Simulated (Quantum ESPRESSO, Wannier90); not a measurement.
## Tl (bcc (W type), model phase): Wannier90 run

```yaml
crystal:
  lattice:
    - [-1.95599, 1.95599, 1.95599]
    - [1.95599, -1.95599, 1.95599]
    - [1.95599, 1.95599, -1.95599]
  atoms:
    - { symbol: Tl, position: [0.00000, 0.00000, 0.00000] }
```

Materials Project entry mp-39; symmetrised, unrelaxed at this level. This isn't the element's usual structure (hcp); take it as a model of another phase. Method: PBEsol plane waves in Quantum ESPRESSO 7.5 (PseudoDojo norm-conserving files, 50 Ry, no spin polarisation, no spin-orbit coupling), Bloch states on a 12×12×12 mesh through Γ, Wannier90 4.0.1. Density: 16×16×16 mesh, cold smearing 0.01 Ry. Spin-orbit coupling is left out although heavy elements are present.

Base run: 4 functions from bands 6-15 of the 15 computed, start hydrogen-like Tl: s;p, centres 0.05 Å off the atoms, frozen window up to 1.50 eV relative to the Fermi level, outer window open. One setting was then changed (edges relative to the Fermi level; misfit to pw.x on a path, for states up to 1.0 eV relative to the Fermi level).

```csv
run,Ω_I (Å²),rms misfit (meV),worst (meV)
base,6.87,11,50
changed,9.20,3.2,15
```

Question: Which change was made?
A) frozen window to 3.50 eV
B) only the lowest 6 of the kept bands
C) frozen window to 2.50 eV
D) frozen window to -1.50 eV
E) no frozen window

Answer: B, only the lowest 6 of the kept bands. The others give:

```json
[
 {"run": "frozen window to 2.50 eV", "Ω_I (Å²)": "7.32", "rms misfit (meV)": "12", "worst (meV)": "49"},
 {"run": "frozen window to 3.50 eV", "Ω_I (Å²)": "7.83", "rms misfit (meV)": "6.1", "worst (meV)": "28"},
 {"run": "frozen window to -1.50 eV", "Ω_I (Å²)": "6.11", "rms misfit (meV)": "277", "worst (meV)": "767"},
 {"run": "no frozen window", "Ω_I (Å²)": "5.96", "rms misfit (meV)": "467", "worst (meV)": "1130"}
]
```
